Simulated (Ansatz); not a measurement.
# ZrBrCl3 (R3m) at 3 levels of theory

One geometry, relaxed with PBE; plane waves with PAW potentials in Ansatz, scalar-relativistic. No spin polarisation. Gaps are the least over mesh and band path; pressure is positive in compression.

```cif
data_structure
_symmetry_space_group_name_H-M 'R3m:H'
_symmetry_Int_Tables_number 160
_cell_length_a 11.1476
_cell_length_b 11.1476
_cell_length_c 7.2239
_cell_angle_alpha 90.000
_cell_angle_beta 90.000
_cell_angle_gamma 120.000
_cell_volume 777.44
loop_
_atom_site_label
_atom_site_type_symbol
_atom_site_symmetry_multiplicity
_atom_site_Wyckoff_symbol
_atom_site_fract_x
_atom_site_fract_y
_atom_site_fract_z
_atom_site_occupancy
Zr1 Zr 3 a 0.00000 0.00000 0.74046 1
Br1 Br 3 a 0.00000 0.00000 0.39688 1
Cl1 Cl 9 b 0.56062 0.78031 0.51581 1
```

```csv
level,cutoff (eV),k mesh,gap (eV),pressure (GPa)
PBE,420,6×6×6,4.09,0.0
```

Question: What comes out on the same cell with r2SCAN, PBEsol?

Answer:
| level | cutoff (eV) | k mesh | gap (eV) | pressure (GPa) |
| --- | --- | --- | --- | --- |
| r2SCAN | 500 | 6×6×6 | 4.55 | -0.3 |
| PBEsol | 420 | 6×6×6 | 4.07 | -0.6 |

The cell holds layers, chains or molecules and no dispersion correction was added, so their binding is poorly described.

It was reached by relaxing an invented guess, and it needn't be the stable form of this composition.
